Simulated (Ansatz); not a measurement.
**BiP in the CsCl-type structure**

The computed numbers are results of r²SCAN, scalar-relativistic (no spin polarisation) in the plane-wave PAW code Ansatz at 500 eV, Γ-centred 10×10×10 mesh, 0.05 eV Gaussian smearing. The datasets are Ansatz's generated set soft_2.

```cif
data_structure
_symmetry_space_group_name_H-M 'P 1'
_symmetry_Int_Tables_number 1
_cell_length_a 3.5738
_cell_length_b 3.5738
_cell_length_c 3.5738
_cell_angle_alpha 90.000
_cell_angle_beta 90.000
_cell_angle_gamma 90.000
_cell_volume 45.64
loop_
_atom_site_label
_atom_site_type_symbol
_atom_site_fract_x
_atom_site_fract_y
_atom_site_fract_z
_atom_site_occupancy
Bi1 Bi 0.00000 0.00000 0.00000 1
P1 P 0.50000 0.50000 0.50000 1
```

The start was a prototype's sites filled with these elements, not a measured cell.

At this volume the pressure is 0.00 GPa.

Path: Γ–X–M–Γ–R–X | R–M, with Γ = (0.000, 0.000, 0.000), X = (0.000, 0.500, 0.000), M = (0.500, 0.500, 0.000), R = (0.500, 0.500, 0.500) in reciprocal vectors of the calculation's cell.

Problem. Is it a metal or an insulator, and if it has a gap, where are the band edges on this path?

Solution. A metal: bands cross the Fermi level.

Levels between -3 and 5 eV from the Fermi level at the path's named points:
| point | below E_F (eV) | above E_F (eV) |
| --- | --- | --- |
| Γ | -2.09 -2.09 -2.09 | 4.23 4.23 |
| X | -0.18 | 0.04 0.18 0.18 1.87 1.87 |
| M |  | 0.64 3.77 4.30 4.30 |
| R | -2.76 -2.76 -2.76 -2.63 -2.63 -2.63 |  |

Spin–orbit coupling, which matters for such heavy elements, is left out. A displaced or strained copy of the relaxed cell lay 36.9 meV/atom lower, so the structure isn't a true minimum at this level.
